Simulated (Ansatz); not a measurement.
Cell and atoms are relaxed with the symmetry kept. Start:

```
Ba Ni S
1.0
     4.43000    0.00000    0.00000
     0.00000    4.43000    0.00000
     0.00000    0.00000    8.89300
Ba Ni S
2 2 4
Direct
  0.50000 0.00000 0.80480
  0.00000 0.50000 0.19520
  0.50000 0.00000 0.41350
  0.00000 0.50000 0.58650
  0.00000 0.00000 0.50000
  0.50000 0.50000 0.50000
  0.50000 0.00000 0.15280
  0.00000 0.50000 0.84720
```

All numbers below come from DFT r2SCAN, scalar-relativistic, plane waves, PAW (Ansatz 0.2.0).

Plane waves to 500 eV, a k mesh through Γ of 8×8×4 on the computed 8-atom cell and Gaussian smearing (0.10 eV); collinear spin from starting moments 0 0 1.01 1.01 0 0 0 0 μB.

Question: What does it relax to?

Answer: The volume increases by 0.59 Å³/atom to 22.40 Å³/atom, and the energy falls by 4.1 meV/atom. The cell ends with a moment of 2.73 μB (only this magnetic start was tried). Final structure:
```xyz
8
Lattice="4.4857 0.0000 0.0000 0.0000 4.4857 0.0000 0.0000 0.0000 8.9076" Properties=species:S:1:pos:R:3 pbc="T T T"
Ba    2.2428    0.0000    7.1820
Ba    0.0000    2.2428    1.7256
Ni    2.2428    0.0000    3.7399
Ni    0.0000    2.2428    5.1676
S     0.0000    0.0000    4.4538
S     2.2428    2.2428    4.4538
S     2.2428    0.0000    1.4107
S     0.0000    2.2428    7.4969
```

The state reached may not be the lowest one. Spin-orbit coupling is left out, which matters for the bands of heavy elements. The program reads another magnetic order as possibly lower. Moments started parallel, and an antiferromagnetic order may lie lower.

Cost: 1 run of about 20 core-minutes, on Oxide Virtual Turin-like Processor (Zen 5) (shared hosts).